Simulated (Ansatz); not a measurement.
LuSF: pressure and gap against volume

A database entry relaxed whole under r2SCAN (R-3m):

```
Lu S F
1.0
     1.95731    1.13005    8.28083
    -1.95731    1.13005    8.28083
     0.00000   -2.26011    8.28083
Lu S F
2 2 2
Direct
  0.50000 0.50000 0.50000
  0.00000 0.00000 0.00000
  0.39122 0.39122 0.39122
  0.60878 0.60878 0.60878
  0.18089 0.18089 0.18089
  0.81911 0.81911 0.81911
```

The cell was scaled uniformly, its shape held, and the atoms relaxed at each volume with plane-wave PAW DFT (Ansatz 0.2.0; r2SCAN, 500 eV, 8×8×8 Γ-centred mesh, fermi-dirac occupations of width 0.020 eV; no spin, no spin-orbit coupling). One row is withheld.

| volume (Å³/atom) | energy over the lowest (meV/atom) | pressure (GPa) | gap over mesh and path (eV) |
| --- | --- | --- | --- |
| 17.217 | 20.2 | 6.27 | 2.553 |
| 17.583 | 8.6 | 3.94 | 2.616 |
| 17.950 | 2.0 | 1.84 | 2.675 |
| 18.316 | 0.0 | -0.03 | 2.730 |
| 18.682 | 2.1 | -1.79 | 2.777 |
| 19.049 | ? | ? | ? |
| 19.415 | 17.1 | -4.71 | 2.864 |

Q: Fit the pressures of the other rows to the third-order Birch-Murnaghan form.

A: With f = [(V₀/V)^(2/3) − 1]/2 and P = 3B₀f(1 + 2f)^(5/2)[1 + 3(B₀′ − 4)f/2], least squares gives V₀ = 18.31 Å³ an atom, B₀ = 90.3 GPa and B₀′ = 4.1; the rows miss the fit by 0.03 GPa. The slope of the energies differs from these pressures by less than 0.05 GPa.

Q: How does the gap move with volume?

A: A parabola in ln(V/V₀) through the other rows has the slope dE_g/d ln V = +2.6 eV at V₀, so by B₀ the gap moves by -29 meV a GPa at this fixed shape: it narrows under pressure.

Q: What does the withheld row hold?

A: The fit gives -3.31 GPa at 19.049 Å³; the run gave -3.31 GPa and 8.0 meV an atom. Its gap is 2.823 eV, against 2.823 eV from the parabola.

Caveats: the shape of the cell was held, so B₀ is an upper bound where the axes differ in stiffness; 0 K, fixed nuclei; the symmetry was kept, and this need not be the phase that is stable at 0 K; one mesh for all volumes; r2SCAN gaps lie as a rule under measured ones; the slope of the gap can be off by tens of per cent, more where shallow d levels or spin-orbit coupling act on the edges; pressure is positive in compression.
